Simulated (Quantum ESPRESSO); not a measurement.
# Band energies of RbBH$_{4}$

```
RbBH4
1.0
    0.00000     3.45324     3.45324
    3.45324     0.00000     3.45324
    3.45324     3.45324     0.00000
H B Rb
4 1 1
Direct
  0.39758   0.80726   0.39758
  0.39758   0.39758   0.80726
  0.39758   0.39758   0.39758
  0.80726   0.39758   0.39758
  0.50000   0.50000   0.50000
  0.00000   0.00000   0.00000
```

LDA (Quantum ESPRESSO, PseudoDojo norm-conserving, 76 Ry, no spin-orbit coupling); path ΓXWKΓLUWLK,UX; energies in eV from the valence-band maximum.

| k (1/Å) | point | band 4 | band 5 | band 6 | band 7 | band 8 | band 9 | band 10 | band 11 |
|---|---|---|---|---|---|---|---|---|---|
| 0.00 | Γ | -7.73 | -5.69 | 0.00 | 0.00 | 0.00 | 5.91 | 7.30 | 7.30 |
| 0.45 |  | -7.77 | -5.31 | -0.68 | -0.07 | -0.07 | 6.12 | 6.96 | 8.77 |
| 0.91 | X | -7.81 | -5.28 | -0.77 | -0.11 | -0.11 | 5.63 | 7.98 | 9.43 |
| 1.14 |  | -7.83 | -5.20 | -0.77 | -0.26 | -0.14 | 6.02 | 8.29 | 8.57 |
| 1.36 | W | -7.86 | -5.11 | -0.77 | -0.41 | -0.17 | 6.86 | 7.39 | 8.65 |
| 1.36 | K | -7.79 | -5.13 | -0.82 | -0.31 | -0.19 | 6.36 | 8.15 | 8.74 |
| 1.85 |  | -7.73 | -5.20 | -0.74 | -0.20 | -0.14 | 6.76 | 7.20 | 7.94 |
| 2.33 | Γ | -7.73 | -5.69 | 0.00 | 0.00 | 0.00 | 5.91 | 7.30 | 7.30 |
| 2.72 |  | -7.74 | -5.30 | -0.59 | -0.14 | -0.14 | 6.60 | 7.25 | 7.93 |
| 3.12 | L | -7.74 | -4.91 | -1.15 | -0.27 | -0.27 | 6.91 | 8.09 | 9.52 |
| 3.30 |  | -7.75 | -4.95 | -1.09 | -0.28 | -0.26 | 6.96 | 7.89 | 9.31 |
| 3.67 | U | -7.79 | -5.13 | -0.82 | -0.31 | -0.19 | 6.36 | 8.15 | 8.74 |
| 4.00 | W | -7.86 | -5.11 | -0.77 | -0.41 | -0.17 | 6.86 | 7.39 | 8.65 |
| 4.16 |  | -7.81 | -5.08 | -0.84 | -0.37 | -0.19 | 6.92 | 7.43 | 8.79 |
| 4.64 | L | -7.74 | -4.91 | -1.15 | -0.27 | -0.27 | 6.91 | 8.09 | 9.52 |
| 4.86 |  | -7.75 | -4.96 | -1.06 | -0.29 | -0.25 | 6.97 | 7.83 | 9.27 |
| 5.20 | K | -7.79 | -5.13 | -0.82 | -0.31 | -0.19 | 6.36 | 8.15 | 8.74 |
| 5.20 | U | -7.79 | -5.13 | -0.82 | -0.31 | -0.19 | 6.36 | 8.15 | 8.74 |
| 5.52 | X | -7.81 | -5.28 | -0.77 | -0.11 | -0.11 | 5.63 | 7.98 | 9.43 |

The LDA gap is indirect, 5.63 eV, from Γ to X; the smallest direct gap is 5.74 eV.

Geometry of the Materials Project entry, not relaxed at this level.

The structure is a Materials Project entry; no match was found in the copy of COD used, and its stability was not checked.
